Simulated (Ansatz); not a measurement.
BN:
```
BN
1.0
    2.54660     0.00000     0.00000
   -1.27330     2.20542     0.00000
    0.00000     0.00000    12.52967
B N
6 6
Cartesian
  0.00000   0.00000   0.00071
  0.00000   0.00000   6.26555
  1.27330   0.73514  10.43306
  0.00000   1.47028   4.16823
  1.27330   0.73514   2.08692
  0.00000   1.47028   8.35176
  0.00000   0.00000  10.95607
  0.00000   0.00000   4.69124
  1.27330   0.73514   8.87202
  0.00000   1.47028   2.60719
  1.27330   0.73514   0.52530
  0.00000   1.47028   6.79013
```

Relaxed with PBEsol. Independent-particle spectrum: no excitons, no local fields, no scissors shift; 0.1 eV broadening; ε₁ of the summed bands alone.

Q: Tabulate the dielectric function from PBEsol in the plane-wave PAW code Ansatz.

A: 

| E (eV) | ε₁ xx | ε₂ xx | ε₁ zz | ε₂ zz |
|---|---|---|---|---|
| 0.0 | 4.55 | 0.00 | 4.61 | 0.00 |
| 0.4 | 4.55 | 0.00 | 4.62 | 0.00 |
| 0.8 | 4.56 | 0.00 | 4.63 | 0.00 |
| 1.2 | 4.58 | 0.00 | 4.65 | 0.00 |
| 1.6 | 4.61 | 0.00 | 4.68 | 0.00 |
| 2.0 | 4.65 | 0.00 | 4.72 | 0.00 |
| 2.4 | 4.69 | 0.00 | 4.77 | 0.00 |
| 2.8 | 4.75 | 0.00 | 4.83 | 0.00 |
| 3.2 | 4.82 | 0.00 | 4.90 | 0.00 |
| 3.6 | 4.89 | 0.00 | 4.99 | 0.00 |
| 4.0 | 4.99 | 0.00 | 5.09 | 0.00 |
| 4.4 | 5.10 | 0.00 | 5.21 | 0.00 |
| 4.8 | 5.22 | 0.00 | 5.35 | 0.00 |
| 5.2 | 5.38 | 0.00 | 5.51 | 0.00 |
| 5.6 | 5.55 | 0.00 | 5.71 | 0.00 |
| 6.0 | 5.76 | 0.00 | 5.96 | 0.00 |
| 6.4 | 6.02 | 0.00 | 6.25 | 0.00 |
| 6.8 | 6.33 | 0.00 | 6.63 | 0.00 |
| 7.2 | 6.74 | 0.01 | 7.15 | 0.00 |
| 7.6 | 7.29 | 0.05 | 8.03 | 0.07 |
| 8.0 | 7.92 | 0.18 | 8.96 | 0.95 |
| 8.4 | 8.92 | 0.31 | 9.48 | 1.47 |
| 8.8 | 10.15 | 1.36 | 10.71 | 3.13 |
| 9.2 | 11.09 | 2.25 | 10.09 | 4.23 |
| 9.6 | 12.30 | 4.47 | 10.88 | 6.00 |
| 10.0 | 12.06 | 6.30 | 8.97 | 7.33 |
| 10.4 | 13.25 | 9.03 | 10.20 | 9.07 |
| 10.8 | 9.40 | 15.60 | 8.42 | 10.93 |
| 11.2 | 5.55 | 13.22 | 4.30 | 11.11 |
| 11.6 | 2.29 | 14.04 | 5.29 | 10.72 |
| 12.0 | 0.72 | 12.21 | 2.88 | 11.97 |

Q: From ε at 9.0 eV (xx: 10.45 + 1.76i), find n, k, the normal reflectivity and the absorption coefficient.

A: n = 3.24, k = 0.271, R = 28 %, α = 2kE/ħc = 250000 cm⁻¹.

With all bands, ε∞ without local fields is 4.76 (xx = yy), 4.84 (zz). DFPT, with local fields, gives 4.63 (xx = yy), 4.70 (zz).

Space group P6_3mc. The cell is a constructed one: a structure type filled with these elements. Its sites differ from those of the usual phase in this space group: another stacking or structure type. The PBEsol relaxation kept the symmetry of its start; of distortions, only those at the zone centre were tested.

Potentials: the later of the program's two PAW sets.
